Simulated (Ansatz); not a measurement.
## GeS2, first-principles data

GeS2:
```yaml
crystal:
  lattice:
    - [5.61823, 0.00000, 0.00000]
    - [0.00000, 6.15141, 0.00000]
    - [0.00000, 0.00000, 3.46594]
  atoms:
    - { symbol: Ge, position: [0.00000, 0.00000, 0.00000] }
    - { symbol: Ge, position: [0.50000, 0.50000, 0.50000] }
    - { symbol: S, position: [0.26214, 0.35387, 0.00000] }
    - { symbol: S, position: [0.76214, 0.14613, 0.50000] }
    - { symbol: S, position: [0.23786, 0.85387, 0.50000] }
    - { symbol: S, position: [0.73786, 0.64613, 0.00000] }
```

Space group Pnnm (No. 58); conventional cell a = 5.618 Å, b = 6.151 Å, c = 3.466 Å, α = β = γ = 90.00°.

Method: DFT-PBE in the program Ansatz with PAW potentials. Structure relaxed to zero pressure with the same functional. Other levels are named where they apply.

Cell and energy:

- Volume per atom: 19.96 Å³
- Density: 3.79 g/cm³
- Formation energy from the elements (no fitted shifts): -0.010 eV/atom

Electronic structure:

Band gap: 0.17 eV (indirect)
Valence-band maximum: on the Γ–Z line, 16 % of the way from Γ (k = 0.000, 0.000, -0.081 in fractions of the reciprocal vectors)
Conduction-band minimum: on the Γ–X line, 86 % of the way from Γ (k = 0.432, 0.000, 0.000 in fractions of the reciprocal vectors) (2 equivalent valleys)
Smallest direct gap on the standard path: 0.27 eV
Electron effective mass: 0.15, 0.26, 0.28 mₑ (principal values)
Hole effective mass: 0.13, 0.94, 2.3 mₑ (principal values)

Mechanics:

* **Bulk modulus (Birch–Murnaghan fit)**: 38.2 GPa
* **Pressure derivative B′**: 12.3

A made-up cell: these elements were put on the sites of a structure type; neither database checked (COD, Materials Project) lists it. COD files the formula under space group No. 14, 43, 82, 122, 217. Its standing as an ambient phase is unchecked. The cell was relaxed with PBE under the symmetry of its start; whether a distortion lowers the energy is not shown. The references are the lowest solids computed at this level, not always the standard phases. Scalar-relativistic: spin–orbit coupling is off unless named, which matters more the heavier the elements.

Potentials: the later of the program's two PAW sets.
